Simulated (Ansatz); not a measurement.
Input and command of a calculation in Ansatz (plane waves; scalar-relativistic PAW potentials unless the input names others):

```yaml
crystal:
  lattice:
    - [2.7075666717, 0.0, 0.0]
    - [-1.3537833358, 2.3448215201, 0.0]
    - [0.0, 0.0, 4.7532491867]
  atoms:
    - { symbol: Al, position: [0.6666666667, 0.3333333333, 0.75] }
    - { symbol: Al, position: [0.3333333333, 0.6666666667, 0.25] }
basis:
  ecutwfc: 420
kpoints:
  mp_grid: { grid: [24, 24, 14] }
hamiltonian:
  xc: pbesol
scf:
  occupations: { method: gaussian, width: 0.15 }
  mixing: { algorithm: anderson, beta: 1.0, ndim: 1, preconditioner: none }
  max_iter: 80
output:
  forces: true
  eigenvalues: true
  stress: true
```

```bash
ansatz run input.yaml --threads 2 --pin off --max-ram 5120MiB --backend cpu --events-out ev --progress --plain --runs-dir out
```

Abridged log:
```
Basis set: ecut = 420 eV, 597 PW (Γ), exchange–correlation on 40×40×64 points (8 copies of the dense FFT grid, shifted against one another)
Bands: 7, of which v1, the nominal top of the filled ones, is band 3 counted from 1 (2 counted from 0)
Symmetry: 24 space group operations
k-points: 488 of 8064
SCF iter   1: F=—  HF=-1048.957469 eV  |F-HF|=—  |Δ(HF+E_count)|=         —  Δρ=2.28e-3  dr2=1.67e-3  ethr=1.77e-3  ⟨swp⟩=5.2  Hψ=27408  notcnv=0
SCF iter   2: F=—  HF=-1048.957020 eV  |F-HF|=—  |Δ(HF+E_count)|=   4.49e-4  Δρ=4.32e-4  dr2=6.97e-5  ethr=2.78e-5  ⟨swp⟩=1.7  Hψ=8026  notcnv=0
SCF iter   3: F=—  HF=-1048.956949 eV  |F-HF|=—  |Δ(HF+E_count)|=   7.04e-5  Δρ=1.00e-4  dr2=3.78e-6  ethr=1.16e-6  ⟨swp⟩=2.0  Hψ=4793  notcnv=0
SCF iter   4: F=—  HF=-1048.956948 eV  |F-HF|=—  |Δ(HF+E_count)|=   1.29e-6  Δρ=2.48e-5  dr2=2.34e-7  ethr=6.30e-8  ⟨swp⟩=2.0  Hψ=4785  notcnv=0
SCF iter   5: F=-1048.956948 eV  HF=-1048.956948 eV  |F-HF|=7.59e-9  |Δ(HF+E_count)|=   7.91e-8  Δρ=6.54e-6  dr2=1.64e-8  ethr=1.67e-9  ⟨swp⟩=4.9  Hψ=13068  notcnv=0
SCF 1 converged in 5 iterations: F = -1048.956948 eV  dr2 = 1.64e-8
SCF converged after 5 iterations
Stability not checked: this state was not tested for a lower state beside it, because the mixer in use, unlike msr1, does not test its closes by its own steps (another_mixer; see scf.mixing.algorithm and scf.lower_state_search)
Free energy (F): -1048.956948 eV
Harris-Foulkes:  -1048.956948 eV  (|F-HF|=7.59e-9)
Internal energy: -1048.948185 eV  (E = F + TS)
E sigma→0 (E₀):  -1048.952567 eV
Entropy (-TS):   -0.008763 eV (-4.381 meV/atom)
Fermi energy:    8.823335 eV
--- Forces (eV/Å), atoms counted from 1 ---
  atom   1  Al     0.00000000     0.00000000     0.00000000
  atom   2  Al     0.00000000     0.00000000     0.00000000
--- Stress (GPa, compression-positive) ---
       10.280870       0.000000       0.000000
        0.000000      10.280870       0.000000
        0.000000       0.000000       3.341775
  P = ⅓ Tr σ = 7.9678 GPa (79.678 kbar)
```

One setting here is unusual or wrong in general: mixing far too strong (scf.mixing: not typed → {"algorithm": "anderson", "beta": 1.0, "ndim": 1, "preconditioner": "none"}). For this cell it did little harm to the result: the run converged in 5 SCF iterations (reference: 6) with an energy at zero smearing within 0.01 meV/atom of the reference's, pressure 7.97 GPa, largest force 0.000 eV/Å, no gap on the mesh. A reference run from the same start on usual settings converged with pressure 7.97 GPa, largest force 0.000 eV/Å, no gap on the mesh.

It took 5.4 s on 2 threads of AMD EPYC (Zen 3), on a shared host, peak memory 0.4 GiB.